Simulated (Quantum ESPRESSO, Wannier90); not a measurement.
# Wannierisation of NaF (rock salt)

Structure: Materials Project mp-682, symmetrised, not relaxed again. COD (Crystallography Open Database) has an entry of this formula and space group (matched by these alone). Level: PBEsol, no spin polarisation, no spin-orbit coupling; pw.x of Quantum ESPRESSO at 71 Ry with PseudoDojo potentials, 12×12×12 k-points, Wannier90. Density: 12×12×12 mesh, cold smearing 0.01 Ry.

On the energy scale of pw.x, whose zero is arbitrary, the valence-band maximum lies at 1.14 eV.

Input w.win:

```
num_bands = 3
num_wann = 3
exclude_bands = 1-5,9-19
num_iter = 1000
conv_tol = 1.0e-6
conv_window = 4
write_hr = true
write_u_matrices = true
auto_projections = true
begin unit_cell_cart
ang
    0.0000000000    2.2858950000    2.2858950000
    2.2858950000    0.0000000000    2.2858950000
    2.2858950000    2.2858950000    0.0000000000
end unit_cell_cart
begin atoms_frac
Na   0.0000000000  0.0000000000  0.0000000000
F    0.5000000000  0.5000000000  0.5000000000
end atoms_frac
mp_grid = 12 12 12
begin kpoints
0.0000000000 0.0000000000 0.0000000000
0.0000000000 0.0000000000 0.0833333333
0.0000000000 0.0000000000 0.1666666667
... (1725 more lines: the 12x12x12 mesh through Gamma)
end kpoints
```

Input of pw2wannier90.x that gives the overlap and projection files (equivalent; here they were cut from one run over all bands):

```
&inputpp
  outdir = './out'
  prefix = 'pwscf'
  seedname = 'w'
  write_amn = .true.
  write_mmn = .true.
  atom_proj = .true.
  atom_proj_exclude = 1 2 3 4 5 6
/
```

Output w.wout (banner and timings cut):

```
                                    ------
                                    SYSTEM
                                    ------

                              Lattice Vectors (Ang)
                    a_1     0.000000   2.285895   2.285895
                    a_2     2.285895   0.000000   2.285895
                    a_3     2.285895   2.285895   0.000000

                   Unit Cell Volume:      23.88905  (Ang^3)

                        Reciprocal-Space Vectors (Ang^-1)
                    b_1    -1.374338   1.374338   1.374338
                    b_2     1.374338  -1.374338   1.374338
                    b_3     1.374338   1.374338  -1.374338

 *----------------------------------------------------------------------------*
 |   Site       Fractional Coordinate          Cartesian Coordinate (Ang)     |
 +----------------------------------------------------------------------------+
 | na   1   0.00000   0.00000   0.00000   |    0.00000   0.00000   0.00000    |
 | f    1   0.50000   0.50000   0.50000   |    2.28590   2.28590   2.28590    |
 *----------------------------------------------------------------------------*
                                ------------
                                K-POINT GRID
                                ------------

             Grid size = 12 x 12 x 12      Total points = 1728

 *---------------------------------- MAIN ------------------------------------*
 |  Number of Wannier Functions               :                 3             |
 |  Number of Objective Wannier Functions     :                 3             |
 |  Number of input Bloch states              :                 3             |
 |  Output verbosity (1=low, 5=high)          :                 1             |
 |  Timing Level (1=low, 5=high)              :                 1             |
 |  Optimisation (0=memory, 3=speed)          :                 3             |
 |  Length Unit                               :               Ang             |
 |  Post-processing setup (write *.nnkp)      :                 F             |
 |  Using Gamma-only branch of algorithms     :                 F             |
 *----------------------------------------------------------------------------*
 *------------------------------- WANNIERISE ---------------------------------*
 |  Total number of iterations                :              1000             |
 |  Number of CG steps before reset           :                 5             |
 |  Trial step length for line search         :             2.000             |
 |  Convergence tolerence                     :         0.100E-05             |
 |  Convergence window                        :                 4             |
 |  Iterations between writing output         :                 1             |
 |  Iterations between backing up to disk     :               100             |
 |  Write r^2_nm to file                      :                 F             |
 |  Write xyz WF centres to file              :                 F             |
 |  Write on-site energies <0n|H|0n> to file  :                 F             |
 |  Use guiding centre to control phases      :                 F             |
 |  Use phases for initial projections        :                 F             |
 *----------------------------------------------------------------------------*
 *-------------------------------- PLOTTING ----------------------------------*
 |  Plotting Hamiltonian in WF basis          :                 T             |
 *----------------------------------------------------------------------------*

 *---------------------------------- K-MESH ----------------------------------*
 +----------------------------------------------------------------------------+
 |                    Distance to Nearest-Neighbour Shells                    |
 |                    ------------------------------------                    |
 |          Shell             Distance (Ang^-1)          Multiplicity         |
 |          -----             -----------------          ------------         |
 |             1                   0.198369                      8            |
 |             2                   0.229056                      6            |
 |             3                   0.323935                     12            |
 |             4                   0.379847                     24            |
 |             5                   0.396737                      8            |
 |             6                   0.458113                      6            |
 |             7                   0.499217                     24            |
 |             8                   0.512186                     24            |
       ... (lines left out)
 +----------------------------------------------------------------------------+
 | The b-vectors are chosen automatically                                     |
 | The following shells are used:                       1                     |
 +----------------------------------------------------------------------------+
 |                        Shell   # Nearest-Neighbours                        |
 |                        -----   --------------------                        |
 |                          1               8                                 |
 +----------------------------------------------------------------------------+
 | Completeness relation is fully satisfied [Eq. (B1), PRB 56, 12847 (1997)]  |
 +----------------------------------------------------------------------------+
 |                  b_k Vectors (Ang^-1) and Weights (Ang^2)                  |
 |                  ----------------------------------------                  |
 |            No.         b_k(x)      b_k(y)      b_k(z)        w_b           |
 |            ---        --------------------------------     --------        |
 |             1         0.114528    0.114528   -0.114528     9.529834        |
 |             2         0.114528   -0.114528    0.114528     9.529834        |
 |             3        -0.114528    0.114528    0.114528     9.529834        |
 |             4         0.114528    0.114528    0.114528     9.529834        |
 |             5        -0.114528   -0.114528    0.114528     9.529834        |
 |             6        -0.114528    0.114528   -0.114528     9.529834        |
 |             7         0.114528   -0.114528   -0.114528     9.529834        |
 |             8        -0.114528   -0.114528   -0.114528     9.529834        |
 +----------------------------------------------------------------------------+
 |                           b_k Directions (Ang^-1)                          |
 |                           -----------------------                          |
 |            No.           x           y           z                         |
 |            ---        --------------------------------                     |
 |             1         0.114528    0.114528   -0.114528                     |
 |             2         0.114528   -0.114528    0.114528                     |
 |             3        -0.114528    0.114528    0.114528                     |
 |             4         0.114528    0.114528    0.114528                     |
 +----------------------------------------------------------------------------+

 Starting a new Wannier90 calculation ...

 Reading overlaps from w.mmn

 Reading projections from w.amn

 *------------------------------- WANNIERISE ---------------------------------*
 +--------------------------------------------------------------------+<-- CONV
 | Iter  Delta Spread     RMS Gradient      Spread (Ang^2)            |<-- CONV
 +--------------------------------------------------------------------+<-- CONV

 ------------------------------------------------------------------------------
 Initial State
  WF centre and spread    1  (  2.285895,  2.285895,  2.285895 )     0.62311855
  WF centre and spread    2  (  2.285895,  2.285895,  2.285895 )     0.62311855
  WF centre and spread    3  (  2.285895,  2.285895,  2.285895 )     0.62311855
  Sum of centres and spreads (  6.857685,  6.857685,  6.857685 )     1.86935565

      0     0.187E+01     0.0000000000        1.8693556889  <-- CONV
        O_D=      0.0000000 O_OD=      0.0044238 O_TOT=      1.8693557 <-- SPRD
 ------------------------------------------------------------------------------
      1    -0.146E-06     0.0001189479        1.8693555425  <-- CONV
        O_D=      0.0000000 O_OD=      0.0044236 O_TOT=      1.8693555 <-- SPRD
      2    -0.130E-07     0.0000454491        1.8693555295  <-- CONV
        O_D=      0.0000000 O_OD=      0.0044236 O_TOT=      1.8693555 <-- SPRD
      3    -0.280E-08     0.0000294055        1.8693555267  <-- CONV
        O_D=      0.0000000 O_OD=      0.0044236 O_TOT=      1.8693555 <-- SPRD
      4    -0.978E-09     0.0000165620        1.8693555257  <-- CONV
        O_D=      0.0000000 O_OD=      0.0044236 O_TOT=      1.8693555 <-- SPRD
             <<<     Delta < 1.000E-06  over  4 iterations     >>>
             <<< Wannierisation convergence criteria satisfied >>>
 Final State
  WF centre and spread    1  (  2.285895,  2.285895,  2.285895 )     0.62311850
  WF centre and spread    2  (  2.285895,  2.285895,  2.285895 )     0.62311850
  WF centre and spread    3  (  2.285895,  2.285895,  2.285895 )     0.62311850
  Sum of centres and spreads (  6.857685,  6.857685,  6.857685 )     1.86935549

         Spreads (Ang^2)       Omega I      =     1.864931893
        ================       Omega D      =     0.000000000
                               Omega OD     =     0.004423632
    Final Spread (Ang^2)       Omega Total  =     1.869355526
```
